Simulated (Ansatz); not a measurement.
A relaxed cell of Sn3Ge2Se5 is given with its symmetry left out. The cell was found from a structure generator's guess, not taken from experiment.

Level of theory: DFT PBE, scalar-relativistic, plane waves, PAW in Ansatz 0.2.0. Cutoff 420 eV, Γ-centred mesh, Gaussian smearing, no spin polarisation.

```xyz
10
Lattice="-2.0938 2.0938 14.7919 2.0938 -2.0938 14.7919 2.0938 2.0938 -14.7919" Properties=species:S:1:pos:R:3 pbc="T T T"
Sn    0.0000    0.0000    0.0000
Sn    0.0000    0.0000   17.8134
Sn    0.0000    0.0000   11.7703
Ge    0.0000    0.0000    6.0339
Ge    0.0000    0.0000   23.5499
Se    0.0000    0.0000    3.0596
Se    0.0000    0.0000   20.8402
Se    0.0000    0.0000    8.7436
Se    0.0000    0.0000   26.5242
Se    0.0000    0.0000   14.7919
```

Formation energies are uncorrected and refer to the elements' standard structures at the same level. The references include grey tin.

Problem. What space group does it have?

Solution. I4/mmm (No. 139), with Sn and Ge ordered on rock salt sites. Conventional cell: a = 4.188 Å, c = 29.584 Å. Sn on a site of symmetry 4/mmm is surrounded by 6 Se at 2.96–3.06 Å; Sn on a site of symmetry 4mm is surrounded by 6 Se at 2.96–3.03 Å; Ge is surrounded by 1 Se at 2.71 Å and 5 Se at 2.96–2.97 Å; around Se on a site of symmetry 4mm lie 5 Sn at 2.96–3.06 Å and 1 Ge at 2.97 Å; 2 more sites not described.

Problem. How far does it lie from the elements in energy?

Solution. −0.32 eV/atom. It lies below the elements, which doesn't yet make it stable against other compounds or structures.

Problem. Is it a metal?

Solution. It can't be told: the gap on the 12×12×12 mesh is only 0.03 eV.

The last run used a 12×12×12 mesh for its 10-atom cell and Gaussian smearing of 0.10 eV. The reference form of Se is held partly by dispersion forces, which this level lacks. A gap this small is below the smearing, so the run can't tell it from none. Symmetry constrained the relaxation, so the result can be a saddle point.
